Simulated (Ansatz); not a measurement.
AlInSb2:
```cif
data_AlInSb2
_chemical_formula_sum 'Al1 In1 Sb2'
_space_group_name_H-M_alt 'P 1'
_space_group_IT_number 1
_cell_length_a 4.49793
_cell_length_b 4.49793
_cell_length_c 6.35828
_cell_angle_alpha 90.000
_cell_angle_beta 90.000
_cell_angle_gamma 90.000
loop_
_space_group_symop_operation_xyz
  'x, y, z'
loop_
_atom_site_label
_atom_site_type_symbol
_atom_site_fract_x
_atom_site_fract_y
_atom_site_fract_z
_atom_site_occupancy
Al1 Al 0.00000 0.00000 0.00000 1
In1 In 0.50000 0.50000 0.50000 1
Sb1 Sb 0.00000 0.50000 0.23318 1
Sb2 Sb 0.50000 0.00000 0.76682 1
```

Relaxed with r²SCAN. Plane-wave PAW r²SCAN (Ansatz code) gives a gap of 0.95 eV.

Question: What gap does HSE06 give on the same cell (Ansatz, PAW)?

Answer: 1.18 eV, 0.23 eV more. The hybrid was solved on a coarser mesh and at special points; its gap is the smallest among all of these.

Cost on shared cores: the r²SCAN run (SCF on a 6×6×5 mesh, then bands and DOS) very roughly 120 core-seconds, the HSE06 run (SCF on 5×5×3, then a few points) roughly 110 core-seconds; the tasks are unlike.

Space group P-4m2. The workflow started from a Materials Project entry (that database holds measured and hypothetical structures alike); the Crystallography Open Database copy checked does not list it. With Al and In taken as one species the cell has the higher symmetry F-43m, so it may be an ordered model of a mixed-site phase. Its standing as an ambient phase is unchecked. The cell was relaxed with r²SCAN under the symmetry of its start; its stability against distortions is not shown here. Scalar-relativistic: spin–orbit coupling is off unless named, which matters more the heavier the elements.

Potentials: the later of the program's two PAW sets.
